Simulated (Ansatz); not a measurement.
**LaTl: levels along high-symmetry lines**

```yaml
crystal:
  lattice:
    - [3.93600, 0.00000, 0.00000]
    - [0.00000, 3.93600, 0.00000]
    - [0.00000, 0.00000, 3.93600]
  atoms:
    - { symbol: La, position: [0.00000, 0.00000, 0.00000] }
    - { symbol: Tl, position: [0.50000, 0.50000, 0.50000] }
```

Atoms are numbered in the order listed.

The cell is COD entry 1523872, as deposited and not checked against the literature; nothing was relaxed.

No spin–orbit coupling, which matters for the heavy atoms here.

Theory: DFT, PBEsol, all-electron LAPW, scalar-relativistic (Ansatz 0.2.0).

Settings: a Γ-centred 10×10×10 k mesh, Fermi–Dirac smearing of 0.05 eV, basis error target 0.25 meV/atom, no spin polarisation.

Points in fractions of the reciprocal vectors of this cell: Γ (0, 0, 0), X (0, 0.5, 0), M (0.5, 0.5, 0), R (0.5, 0.5, 0.5). The path joins them by straight lines in the order Γ–X–M–Γ–R–X–R–M; legs that retrace an earlier one aren't tabulated. Energies are in eV from the Fermi level.

Question: List the levels at Γ between -8 and 1.5 eV.

Answer: -8.00, -0.28 (×2), 1.40 (×3).

Question: List the levels at M between -8 and 1.5 eV.

Answer: -6.30, -0.43 (×2), 0.23, 1.44.

Question: List the levels at X between -8 and 1.5 eV.

Answer: -6.04, -3.13, -0.05, 0.56 (×2).

Question: What is the band gap?

Answer: none: bands cross the Fermi level, a metal.
